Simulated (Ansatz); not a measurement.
Below is a relaxed structure of CaTl2CdC6N6. The cell was found from a structure generator's guess, not taken from experiment.

These are results of DFT PBE, scalar-relativistic, plane waves, PAW (Ansatz), not measurements. Cutoff 420 eV, Γ-centred mesh, Gaussian smearing, no spin polarisation.

```
CELL_PARAMETERS angstrom
0.00000 6.05094 6.05094
6.05094 0.00000 6.05094
6.05094 6.05094 0.00000
ATOMIC_POSITIONS crystal
Ca 0.00000 0.00000 0.00000
Tl 0.25000 0.25000 0.25000
Tl 0.75000 0.75000 0.75000
Cd 0.50000 0.50000 0.50000
C 0.78951 0.21049 0.21049
C 0.21049 0.78951 0.21049
C 0.21049 0.21049 0.78951
C 0.21049 0.78951 0.78951
C 0.78951 0.21049 0.78951
C 0.78951 0.78951 0.21049
N 0.69275 0.30725 0.30725
N 0.30725 0.69275 0.30725
N 0.30725 0.30725 0.69275
N 0.30725 0.69275 0.69275
N 0.69275 0.30725 0.69275
N 0.69275 0.69275 0.30725
```

The zero of energy is the elements' standard structures at the same level (N₂ as a molecule); no fitted shifts are applied.

Question: Find its symmetry and describe it.

Answer: Fm-3m (No. 225). Conventional cell: a = 12.102 Å. Around Ca lie 6 C at 2.55 Å; Tl is surrounded by 12 C at 4.31 Å and 12 N at 4.33 Å (long against covalent radii, as for large ions); Cd is surrounded by 6 N at 2.33 Å; C is surrounded by 1 N at 1.17 Å, 1 Ca at 2.55 Å, 1 Cd at 3.50 Å, 4 C at 3.60 Å, 4 N at 4.21 Å and 4 Tl at 4.31 Å; around N lie 1 C at 1.17 Å, 1 Cd at 2.33 Å, 4 N at 3.30 Å, 1 Ca at 3.72 Å, 4 C at 4.21 Å and 4 Tl at 4.33 Å.

Question: What is its formation energy per atom?

Answer: +0.275 eV/atom. It can't be a ground state, since the elements alone are lower.

Question: Is it a metal?

Answer: No, the gap on the 4×4×4 mesh is 3.33 eV.

Question: From what recipe could a structure generator have reached it?

Answer: One such recipe: cyanide-bridged rock-salt net of two metals, 2 guest cations a cell (Fm-3m, No. 225). Other recipes can lead to the same cell.

The last run used a 4×4×4 mesh for its 16-atom cell and Gaussian smearing of 0.02 eV. These runs have no spin–orbit coupling, which can matter for Tl. Kohn–Sham gaps at this level usually fall short of measured ones. The missing spin–orbit coupling can work the other way here. The reference form of C is held partly by dispersion forces, which this level lacks. Symmetry constrained the relaxation, so the result can be a saddle point.
